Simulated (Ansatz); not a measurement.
**Cs2NaAlF6: levels and charges under dearer methods**

A database entry relaxed whole under r2SCAN at zero pressure (R-3m, No. 166):

```
Cs Na Al F
1.0
     3.08415    1.78064    9.91629
    -3.08415    1.78064    9.91629
     0.00000   -3.56127    9.91629
Cs Na Al F
4 2 2 12
Cartesian
  0.0000 0.0000 23.2282
  0.0000 0.0000 6.5207
  0.0000 0.0000 18.6815
  0.0000 0.0000 11.0673
  0.0000 0.0000 2.9142
  0.0000 0.0000 26.8347
  0.0000 0.0000 14.8744
  0.0000 0.0000 0.0000
  -1.8191 1.0503 8.8308
  0.0000 -2.1005 8.8308
  1.8191 1.0503 8.8308
  1.8191 -1.0503 20.9181
  -1.8191 -1.0503 20.9181
  0.0000 2.1005 20.9181
  -1.3055 0.7537 13.8339
  0.0000 -1.5075 13.8339
  1.3055 0.7537 13.8339
  1.3055 -0.7537 15.9149
  -1.3055 -0.7537 15.9149
  0.0000 1.5075 15.9149
```

Its volume is 16.34 Å³ an atom, -0.7 % against the entry's 16.46, a cell as deposited in COD (2001).

Single points on this cell with plane-wave PAW DFT (Ansatz 0.2.0; r2SCAN 500 eV, hybrids 420 eV; fermi-dirac occupations of width 0.020 eV; no moments): r2SCAN on a 6×6×6 Γ-centred mesh; r2SCAN with spin-orbit coupling on a 2×2×2 Γ-centred mesh; HSE06 on a 2×2×2 Γ-centred mesh; PBE0 on a 2×2×2 Γ-centred mesh.

Task: What does each level give for gap and charges?

Result: The runs give:

| level | gap (eV), or kind | pressure (GPa) | Bader charge of Cs (e) | Bader charge of Na (e) | Bader charge of Al (e) | Bader charge of F (e) |
| --- | --- | --- | --- | --- | --- | --- |
| r2SCAN | 7.97 | 0.0 | +0.92 | +0.90 | +2.63 | -0.90 |
| r2SCAN with spin-orbit coupling | 7.97 | 0.0 | +0.92 | +0.90 | +2.63 | -0.90 |
| HSE06 | its mesh misses the band edges | 1.0 | +0.93 | +0.90 | +2.63 | -0.90 |
| PBE0 | its mesh misses the band edges | 0.9 | +0.93 | +0.91 | +2.63 | -0.90 |

Under r2SCAN the gap is 7.97 eV, over mesh and band path. Spin-orbit coupling moves the r2SCAN gap by +0.00 eV.

Caveats: the relaxation kept the start's symmetry; hybrid pressures are good to a few tenths of a GPa; pressure is positive in compression.
